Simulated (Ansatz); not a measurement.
# Relativistic treatment of ZrC

```xyz
2
Lattice="0.0000 2.3543 2.3543 2.3543 0.0000 2.3543 2.3543 2.3543 0.0000" Properties=species:S:1:pos:R:3 pbc="T T T"
Zr    0.0000    0.0000    0.0000
C     2.3543    2.3543    2.3543
```

Atoms are numbered in the order listed.

Conventional cell: a = 4.709 Å, b = 4.709 Å, c = 4.709 Å, α = 90.00°, β = 90.00°, γ = 90.00°. Zr (atom 1) is surrounded by 6 C at 2.35 Å. C (atom 2) has 6 Zr at 2.35 Å as nearest neighbours.

The structure comes from a relaxation in the same program, started in the rocksalt type, and has space group Fm-3m. Whether it is a known phase or the ground state wasn't checked.

One fixed cell is solved with PBE by full-potential LAPW in Ansatz 0.2.0 under different relativistic treatments. Pressure is positive in compression.

Numerical set-up: a Γ-centred 14×14×14 k mesh, Fermi–Dirac smearing of 0.05 eV, basis error target 0.5 meV/atom, no spin polarisation.

```
                                             setting  P (GPa)
                                 scalar-relativistic     0.07
                                    non-relativistic        ?
                            with spin–orbit coupling     0.05
                   scalar-relativistic, point nuclei     0.07
scalar-relativistic, inner shells corrected to Dirac     0.08
```

(1) Fill in "P (GPa)" for the row "non-relativistic".

## Answers

(1) 1.43.
